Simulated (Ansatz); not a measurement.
Na:
```
Na
1.0
   -1.88170     1.88170     2.65918
    1.88170    -1.88170     2.65918
    1.88170     1.88170    -2.65918
Na
1
Direct
  0.00000   0.00000   0.00000
```

Relaxed with r²SCAN+D4. Special points in fractions of this cell's reciprocal vectors: Γ (0.000, 0.000, 0.000); X (0.000, 0.000, 0.500); P (0.250, 0.250, 0.250); N (0.000, 0.500, 0.000); M (0.500, 0.500, -0.500); S (0.375, 0.625, -0.375); S0 (-0.375, 0.375, 0.375); R (-0.250, 0.250, 0.500); G (0.500, 0.500, -0.250).

**Question.** List the band energies nearest the Fermi level at these points for plane-wave PAW r²SCAN+D4 (Ansatz code).

**Answer.** In eV from the Fermi level; about four levels below and three above (degenerate sets whole), none deeper than 8.9 eV; … stands for higher levels left out; points with the same levels are listed once.

```
k  below            above
-  -----  ---------------
Γ  -3.46                …
X      –   1.84 2.54 6.63
P      –   3.15 3.15 3.23
N      –  0.51 1.17 10.81
M      –   1.85 2.54 6.63
S      –   2.50 2.52 3.75
```

Space group Fm-3m (fcc (Cu type)). This is a known high-pressure phase of the composition, computed here at zero pressure and temperature. The r²SCAN+D4 relaxation kept the symmetry of its start; whether a distortion lowers the energy is not shown. The pairwise dispersion correction was not fitted to metals. Point labels and valley counts follow the cell and symmetry of the run, lower than the named group.

Potentials: the later of the program's two PAW sets.
